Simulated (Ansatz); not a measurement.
A plane-wave DFT run in Ansatz 0.2.0 (scalar-relativistic PAW potentials unless the input names others): input and command.

```yaml
crystal:
  lattice:
    - [-4.37332974, 0.0, 0.0]
    - [0.0, -4.37332974, 0.0]
    - [0.0, 0.0, 12.0714390954]
  atoms:
    - { symbol: Ba, position: [0.5, 0.5, 0.7736419296] }
    - { symbol: Ba, position: [1.0, 1.0, 0.3564820941] }
    - { symbol: Si, position: [0.0, 0.0, 0.6825990334] }
    - { symbol: Si, position: [0.5, 0.5, 0.2654391978] }
    - { symbol: Si, position: [0.0, 0.5, 0.5694561623] }
    - { symbol: Si, position: [0.5, 0.0, 0.1522963267] }
    - { symbol: Si, position: [0.5, 0.0, 0.5694561623] }
    - { symbol: Si, position: [0.0, 0.5, 0.1522963267] }
    - { symbol: Pd, position: [0.5, 0.5, 0.4778129082] }
    - { symbol: Pd, position: [1.0, 1.0, 0.0606530727] }
basis:
  ecutwfc: 420
kpoints:
  mp_grid: { grid: [4, 4, 2] }
hamiltonian:
  xc: pbesol
scf:
  occupations: { method: gaussian, width: 0.15 }
output:
  forces: true
  eigenvalues: true
  stress: true
```

```bash
ansatz run input.yaml --threads 2 --pin off --max-ram 5120MiB --backend cpu --events-out ev --progress --plain --runs-dir out
```

Abridged log:
```
Pseudopotentials: kind: paw
Pseudopotential: Ba, paw, valence charge 10, recommended cutoff 420 eV (normal)
Pseudopotential: Si, paw, valence charge 4, recommended cutoff 420 eV (normal)
Pseudopotential: Pd, paw, valence charge 18, recommended cutoff 420 eV (normal)
Functional definition: PBEsol
Crystal: 10 atoms, lattice volume = 230.879 Å³
Basis set: ecut = 420 eV, 4553 PW (Γ), exchange–correlation on 60×60×162 points (8 copies of the dense FFT grid, shifted against one another)
Bands: 50, of which v1, the nominal top of the filled ones, is band 40 counted from 1 (39 counted from 0)
Symmetry: 8 space group operations
Space group: P4mm (ITA 99), of the structure as read, at distance tolerance 6.1e-5 Å
k-points: 12 of 32
Initial density: superposition of atomic densities (neutral atoms: chi_scale 0, normalization atom), corrected by the library's trained network
Initial wavefunctions: pseudopotential atomic-orbital guess
Functional: x = pbesol(κ = 0.804, μ = 0.12345679), c = pbesol(β = 0.046)
SCF iter   1: F=—  HF=-29271.822657 eV  |F-HF|=—  |Δ(HF+E_count)|=         —  Δρ=5.58e-3  dr2=5.73e-1  ethr=1.77e-3  ⟨swp⟩=9.2  Hψ=2799  notcnv=0
SCF iter   2: F=—  HF=-29271.804184 eV  |F-HF|=—  |Δ(HF+E_count)|=   1.85e-2  Δρ=6.46e-3  dr2=4.89e-1  ethr=7.17e-4  ⟨swp⟩=3.0  Hψ=1045  notcnv=0  defer=49
SCF iter   3: F=—  HF=-29271.743873 eV  |F-HF|=—  |Δ(HF+E_count)|=   6.03e-2  Δρ=9.46e-4  dr2=1.90e-2  ethr=6.11e-4  ⟨swp⟩=2.2  Hψ=800  notcnv=0  defer=49
SCF iter   4: F=—  HF=-29271.742309 eV  |F-HF|=—  |Δ(HF+E_count)|=   1.56e-3  Δρ=8.15e-4  dr2=2.96e-3  ethr=2.38e-5  ⟨swp⟩=2.2  Hψ=957  notcnv=0  defer=33
SCF iter   5: F=—  HF=-29271.741839 eV  |F-HF|=—  |Δ(HF+E_count)|=   4.71e-4  Δρ=2.59e-4  dr2=3.01e-4  ethr=3.70e-6  ⟨swp⟩=2.0  Hψ=870  notcnv=0  defer=33
SCF iter   6: F=—  HF=-29271.741803 eV  |F-HF|=—  |Δ(HF+E_count)|=   3.54e-5  Δρ=7.29e-5  dr2=2.16e-5  ethr=3.76e-7  ⟨swp⟩=2.0  Hψ=889  notcnv=0  defer=33
SCF iter   7: F=—  HF=-29271.741879 eV  |F-HF|=—  |Δ(HF+E_count)|=   7.55e-5  Δρ=2.25e-5  dr2=2.61e-6  ethr=2.70e-8  ⟨swp⟩=2.0  Hψ=789  notcnv=0  defer=33
SCF iter   8: F=—  HF=-29271.741879 eV  |F-HF|=—  |Δ(HF+E_count)|=   1.60e-7  Δρ=8.42e-6  dr2=2.82e-7  ethr=3.26e-9  ⟨swp⟩=2.1  Hψ=865  notcnv=0  defer=33
SCF iter   9: F=-29271.741879 eV  HF=-29271.741879 eV  |F-HF|=3.16e-8  |Δ(HF+E_count)|=   2.31e-8  Δρ=2.48e-6  dr2=4.01e-8  ethr=1.25e-10  ⟨swp⟩=13.4  Hψ=2873  notcnv=0
SCF 1 converged in 9 iterations: F = -29271.741879 eV  dr2 = 4.01e-8
SCF converged after 9 iterations
Free energy (F): -29271.741879 eV
Harris-Foulkes:  -29271.741879 eV  (|F-HF|=3.16e-8)
Internal energy: -29271.707362 eV  (E = F + TS)
E sigma→0 (E₀):  -29271.724620 eV
Entropy (-TS):   -0.034517 eV (-3.452 meV/atom)
Fermi energy:    9.129648 eV
--- Forces (eV/Å), atoms counted from 1 ---
  atom   1  Ba     0.00000000     0.00000000     1.07625468
  atom   2  Ba     0.00000000     0.00000000     0.30129441
  atom   3  Si     0.00000000     0.00000000    -0.13108817
  atom   4  Si     0.00000000     0.00000000     0.20949047
  atom   5  Si     0.00000000     0.00000000    -0.34384688
  atom   6  Si     0.00000000     0.00000000    -1.17847504
  atom   7  Si     0.00000000     0.00000000    -0.34384688
  atom   8  Si     0.00000000     0.00000000    -1.17847504
  atom   9  Pd     0.00000000     0.00000000     0.42039801
  atom  10  Pd     0.00000000     0.00000000     1.16825448
--- Stress (GPa, compression-positive) ---
       -3.201295       0.000000       0.000000
        0.000000      -3.201295       0.000000
        0.000000       0.000000      -1.908088
  P = ⅓ Tr σ = -2.7702 GPa (-27.702 kbar)
```

Apart from outputs and empty bands, the input differs from a reference run on usual settings in kpoints.mp_grid.grid: [11, 11, 5] → [4, 4, 2]. The reference, at the same geometry (not necessarily relaxed), gave pressure -2.68 GPa, largest force 0.847 eV/Å, no gap on the mesh. This run converged in 9 SCF iterations (reference: 7) with an energy at zero smearing 15.06 meV/atom below the reference's, pressure -2.77 GPa, largest force 1.178 eV/Å, no gap on the mesh. Its k mesh is looser than usual, and the result moved.

It took 6.2 s on 2 threads of Arm Neoverse V1, on a shared host, peak memory 0.48 GiB.